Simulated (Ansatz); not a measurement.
Below is a relaxed structure of SrAlO₄. The cell was found from a structure generator's guess, not taken from experiment.

Computed with DFT PBE, scalar-relativistic, plane waves, PAW in Ansatz 0.2.0. Cutoff 420 eV, Γ-centred mesh, Gaussian smearing, collinear spin.

```
Sr Al O
1.0
     3.64278    0.00000    0.00000
     0.00000    3.64278    0.00000
     0.00000    0.00000    5.91680
Sr Al O
1 1 4
Direct
  0.50000 0.50000 0.50000
  0.00000 0.00000 0.00000
  0.00000 0.00000 0.67403
  0.50000 0.00000 0.00000
  0.00000 0.50000 0.00000
  0.00000 0.00000 0.32597
```

The zero of energy is the elements' standard structures at the same level (O₂ as a molecule); no fitted shifts are applied.

(1) Find its symmetry and describe it.

(2) What is its formation energy per atom?

(3) Is it a metal?

(4) Which magnetic moments does it keep?

(5) From what recipe could a structure generator have reached it?

Answers

(1) P4/mmm (No. 123). Conventional cell: a = 3.643 Å, c = 5.917 Å. Around Sr lie 8 O at 2.77 Å; Al has 6 O at 1.82–1.93 Å; O on a site of symmetry 4mm is surrounded by 1 Al at 1.93 Å, 1 O at 2.06 Å, 4 O at 2.65 Å and 4 Sr at 2.77 Å; O on a site of symmetry mmm is surrounded by 2 Al at 1.82 Å.

(2) −1.64 eV/atom. It lies below the elements, which doesn't yet make it stable against other compounds or structures.

(3) Yes, bands cross the Fermi level on the 10×10×6 mesh.

(4) 0.50 μB per atom net, the space between the atoms included; by site: O 0.7 (×4) μB.

(5) One such recipe: perovskite family, Dion-Jacobson layers, n = 1 (P4/mmm, No. 123). Other recipes can lead to the same cell.

The last run used collinear spin, a 10×10×6 mesh (in the run's order of axes) for its 6-atom cell and Gaussian smearing of 0.10 eV. Another magnetic order may lie lower. A structure relaxed within its symmetry needn't be a true minimum.
